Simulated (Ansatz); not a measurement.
A relaxed structure of ZnSnN2. Calculation: PBEsol (plane waves to 420 eV, PAW, scalar-relativistic; Ansatz, a quantum-chemistry and plane-wave program).

```
CELL_PARAMETERS angstrom
      5.83356     0.00000     0.00000
      0.00000     6.71311     0.00000
      0.00000     0.00000     5.46685
ATOMIC_POSITIONS crystal
  Zn 0.08300 0.62506 0.00156
  Zn 0.91700 0.37494 0.50156
  Zn 0.58300 0.87494 0.00156
  Zn 0.41700 0.12506 0.50156
  Sn 0.08841 0.12487 0.00184
  Sn 0.91159 0.87513 0.50184
  Sn 0.58841 0.37513 0.00184
  Sn 0.41159 0.62487 0.50184
  N  0.08340 0.12687 0.38192
  N  0.91660 0.87313 0.88192
  N  0.58340 0.37313 0.38192
  N  0.41660 0.62687 0.88192
  N  0.07885 0.62304 0.37467
  N  0.92115 0.37696 0.87467
  N  0.57885 0.87696 0.37467
  N  0.42115 0.12304 0.87467
```

Question: Determine the symmetry and give the standard cell with its independent sites.

Answer: Space group Pna2₁ (No. 33); a = 5.834 Å, b = 6.713 Å, c = 5.467 Å, α = 90.00°, β = 90.00°, γ = 90.00°

```csv
atom,site,symmetry,x,y,z
Zn,4a,1,0.0830,0.6251,0.0016
Sn,4a,1,0.0884,0.1249,0.0018
N,4a,1,0.0834,0.1269,0.3819
N,4a,1,0.0789,0.6230,0.3747
```

Question: Give the shortest distances between elements (the closest pairs, up to four, under 3.6 Å).

Answer: N–Zn 2.04 Å; N–Sn 2.06 Å; N–N 3.31 Å; Sn–Zn 3.34 Å.

* **Volume per atom**: 13.38 Å³
* **Band gap**: 0.15 eV, direct at Γ (no spin-orbit coupling)

No spin polarisation in the result.

The run could not lose the symmetry of its start.

The first start was generated by placing the elements on the sites of a structure type. Materials Project lists a structure of ZnSnN2 in the same space group, Pna2₁ (No. 33); the sites were not compared with it, nor with measured phases.
